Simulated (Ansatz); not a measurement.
**Profile along the Ge–Ge line in ZrGeSe (space group P4/nmm)**

ZrGeSe (space group P4/nmm)

```
ZrGeSe
1.0
    3.68273     0.00000     0.00000
    0.00000     3.68273     0.00000
    0.00000     0.00000     8.25796
Zr Ge Se
2 2 2
Direct
  0.00000   0.50000   0.73685
  0.50000   0.00000   0.26315
  0.00000   0.00000   0.00000
  0.50000   0.50000   0.00000
  0.50000   0.00000   0.62008
  0.00000   0.50000   0.37992
```

Fields along a shortest Ge–Ge line of a (001) plane (2.60 Å), from Ge to Ge, interpolated on the slice's grid (step about 0.2 Å). Calculation: PBEsol (plane waves to 420 eV, PAW, scalar-relativistic; Ansatz, an electronic-structure program). k mesh 13×13×6. Inside the PAW spheres the values are not all-electron values, and peaks at nuclei hang on which shells count as valence. ZrGeSe is run without spin polarisation. ZrGeSe was relaxed with its symmetry unable to fall.

| distance from Ge (Å) | valence electron density (e/Å³) | electron localisation function |
|---|---|---|
| 0.00 | 56.90 | x |
| 0.26 | 26.13 | x |
| 0.52 | 3.86 | 0.13 |
| 0.78 | 0.82 | 0.35 |
| 1.04 | 0.42 | 0.44 |
| 1.30 | 0.35 | 0.54 |
| 1.56 | 0.42 | 0.44 |
| 1.82 | 0.82 | 0.35 |
| 2.08 | 3.84 | 0.13 |
| 2.34 | 25.98 | x |
| 2.60 | 56.41 | x |

x: too close to a nucleus for the ELF to mean much.

Density on the Ge–Ge line (2.60 Å) at its midpoint: 0.35 e/Å³. ELF at that point: 0.54. ELF maximum in the middle third of the Ge–Ge line: 0.54, 1.3 Å from Ge.
